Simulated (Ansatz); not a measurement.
# Self-consistent states of SrVO3 (Pm-3m)

Level of theory: r²SCAN+U, U_eff = 4.0 eV (Dudarev form) on V d, fully localised double counting, scalar-relativistic datasets, 500 eV, PAW set soft_2 (made for PBE), 5×5×5 mesh, Gaussian smearing of 0.05 eV; plane-wave PAW code Ansatz.

```
Sr V O
1.0
     3.84090    0.00000    0.00000
     0.00000    3.84090    0.00000
     0.00000    0.00000    3.84090
Sr V O
1 1 3
Direct
  0.50000 0.50000 0.50000
  0.00000 0.00000 0.00000
  0.50000 0.00000 0.00000
  0.00000 0.50000 0.00000
  0.00000 0.00000 0.50000
```

The structure is that of a cell as deposited in COD, unrelaxed.

Cell and atoms stay fixed, and the cell was started in 11 ways, without spin–orbit coupling. The starts were built for 1 d electron on V, a formal count that the converged states needn't keep. Starting moments of the plain starts: V2 1.00 μB (atoms counted from 1).

Energies count from the lowest free state found; constrained states (a lock kept on the moments, or spin off) can lie above or below free ones. A natural orbital (eigenvector of a shell's occupation matrix) is counted as filled above 0.75 (0.9 in a metal) and as partly filled from 0.35 up to that; ↑ and ↓ are the spin channels.

```csv
state,reached from,ΔE (meV/atom),gap (eV),P (GPa),cell spin moment (μB),site spin moments (μB),shell filling,Hubbard energy (eV/cell),flags
1,"from atoms, default search; random orbitals: random mixtures, high spin (draw 2)",0.0,0.35,4.2,1.00,V 0.85,"V 1↑ 0↓, 3.10 e",3.17,–
2,"random orbitals: pairs of harmonics, high spin (draw 8)",1.8,0.44,4.3,1.00,V 0.84,"V 1↑ 0↓, 3.09 e",3.15,–
3,"random orbitals: random mixtures, high spin (draw 5); random orbitals: pairs of harmonics, high spin (draw 3); natural orbitals of the symmetric run, filled by rank; 1 more",13.6,0.49,4.5,1.00,V 0.83; O -0.06,"V 1↑ 0↓, 3.08 e",3.13,a lower state was seen and not reached
4,"random orbitals: single harmonics, high spin (draw 4); random orbitals: single harmonics, high spin (draw 1)",49.8,metal,3.9,1.00,"V 0.98; O -0.07, -0.11","V 0↑(+2 partly) 0↓, 3.17 e",3.45,–
5,"from atoms, symmetry kept, no search; typed shells with each spin channel wholly full or empty (0+0 electrons), held for 5 iterations",58.6,metal,2.6,1.00,V 1.03; O -0.11,"V 0↑(+3 partly) 0↓, 3.22 e",3.75,–
```

The lowest free state (state 1) has a gap of 0.35 eV and a whole-number cell moment of 1 μB, as a collinear insulator must have. Its natural occupations are V2 spin up: 0.22 0.22 0.33 0.33 0.99; V2 spin down: 0.12 0.16 0.16 0.29 0.29. Since all bands are wholly filled or empty, the fractional occupations (0.12, 0.16, 0.22, 0.29, 0.33) come from mixing of the shell with the neighbours' orbitals (covalency), not from partly filled bands. The Hubbard potential on a natural orbital is U(½ − λ), so on V2 an orbital at λ = 0.99 is pushed 2.6 eV below one at λ = 0.33 of the same spin (U × 0.66). The gap is 0.35 eV; it is smaller, since bands have width and a band edge can belong to other orbitals than these. The crystal field splits d orbitals too, which this count leaves out.

State 2 lies 1.8 meV/atom higher, or 0.009 eV per cell. It has a gap of 0.44 eV and a whole-number cell moment of 1 μB, as a collinear insulator must have; natural occupations V2 spin up: 0.19 0.23 0.32 0.33 0.99; V2 spin down: 0.12 0.16 0.17 0.29 0.29. Both fill the same number of orbitals in each spin, so they differ in which orbitals are filled. With J = 0 the Hubbard energy is (U/2) Σ λ(1 − λ), a penalty on fractional natural occupations. The sums Σ λ(1 − λ) over the cell's shells are 1.58 for state 1 and 1.57 for state 2, which at U/2 = 2.00 eV give 3.17 and 3.15 eV per cell. The two differ by 0.02 eV, within U times the program's tolerance on the occupations (0.01), so the energy difference isn't parted into terms.

State 4 lies 49.8 meV/atom higher, or 0.25 eV per cell. It has no gap on the mesh (a metal), yet a whole-number cell moment of 1 μB, as a half-metal would have; natural occupations V2 spin up: 0.19 0.29 0.32 0.71 0.71; V2 spin down: 0.12 0.12 0.15 0.27 0.28. Its Hubbard energy is 3.45 eV per cell, against 3.17 eV in state 1. Of the difference of 0.25 eV per cell, the Hubbard term gives 0.29 eV and all other terms -0.04 eV, so the Hubbard term alone decides the order: the other terms favour state 4.

The run from atoms that was held to its symmetry (48 operations, no search for lower states) ended 58.6 meV/atom above the lowest state, which was reached only by runs with 12 or fewer. The lowest state breaks the full symmetry: on V2, 3 orbitals that the symmetry makes equivalent hold 0.57 electrons each in one spin of the symmetric run, while the lowest state puts 0.99, 0.22, 0.22 there.

With one V ion in the cell, V moments can't oppose each other.

In the lowest free state the fixed cell carries a pressure of 4.2 GPa (the cell is smaller than this level of theory would relax to); relaxing would change energies and could change the order of close states.

A still lower state can't be excluded. For metallic states the mesh is coarse, so energy differences carry some meV/atom. The value of U was drawn from a range and not derived for this compound; another value can change gaps, moments and the order of states. Gaps are Kohn–Sham gaps over the k-mesh alone and may be smaller between its points. Site moments are integrated in small spheres and here fall short of the shell's N↑ − N↓.
